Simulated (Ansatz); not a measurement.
All cells below were computed with r2SCAN (plane-wave PAW, Ansatz 0.2.0, no spin polarisation, atoms fixed as given).

**Question.** Rank them by the largest positive Bader charge, smallest first.
A.
Br3Cl (500 eV, 5×5×8 mesh on the cell that ran, as a rule the primitive one, methfessel-paxton 0.1733 eV)
```cif
data_structure
_symmetry_space_group_name_H-M 'P6_3/m'
_symmetry_Int_Tables_number 176
_cell_length_a 7.9552
_cell_length_b 7.9552
_cell_length_c 4.4031
_cell_angle_alpha 90.000
_cell_angle_beta 90.000
_cell_angle_gamma 120.000
_cell_volume 241.32
loop_
_atom_site_label
_atom_site_type_symbol
_atom_site_symmetry_multiplicity
_atom_site_Wyckoff_symbol
_atom_site_fract_x
_atom_site_fract_y
_atom_site_fract_z
_atom_site_occupancy
Cl1 Cl 2 d 0.33333 0.66667 0.75000 1
Br1 Br 6 h 0.37500 0.29200 0.75000 1
```
B.
LaSi3Rh (500 eV, 9×9×9 mesh on the cell that ran, as a rule the primitive one, gaussian 0.2285 eV)
```
Rh Si La
1.0
     0.00000    4.33657    0.00000
     4.33657    0.00000    0.00000
     2.16829    2.16829   -4.98169
Rh Si La
1 3 1
Direct
  0.00000 0.00000 0.00000
  0.75990 0.75990 0.48020
  0.60880 0.10880 0.78240
  0.10880 0.60880 0.78240
  0.34550 0.34550 0.30900
```
C.
GePbI3 (500 eV, 5×5×5 mesh on the cell that ran, as a rule the primitive one, tetrahedron)
```cif
data_structure
_symmetry_space_group_name_H-M 'R3m:H'
_symmetry_Int_Tables_number 160
_cell_length_a 8.2349
_cell_length_b 8.2349
_cell_length_c 10.4532
_cell_angle_alpha 90.000
_cell_angle_beta 90.000
_cell_angle_gamma 120.000
_cell_volume 613.90
loop_
_atom_site_label
_atom_site_type_symbol
_atom_site_symmetry_multiplicity
_atom_site_Wyckoff_symbol
_atom_site_fract_x
_atom_site_fract_y
_atom_site_fract_z
_atom_site_occupancy
I1 I 9 b 0.16940 0.83060 0.33753 1
Pb1 Pb 3 a 0.33333 0.66667 0.67667 1
Ge1 Ge 3 a 0.33333 0.66667 0.20610 1
```

**Answer.** A (+0.02 e), C (+0.75 e), B (+1.57 e).

Origins: Br3Cl, a known structure type with other elements, at an estimated volume; GePbI3, a known structure type with other elements, at an estimated volume; LaSi3Rh, a known structure type with other elements, at an estimated volume. Caveats for one or more cells: many states at the Fermi level without spin polarisation, so a magnetic state may lie lower; wide smearing; empty levels are not fully converged.
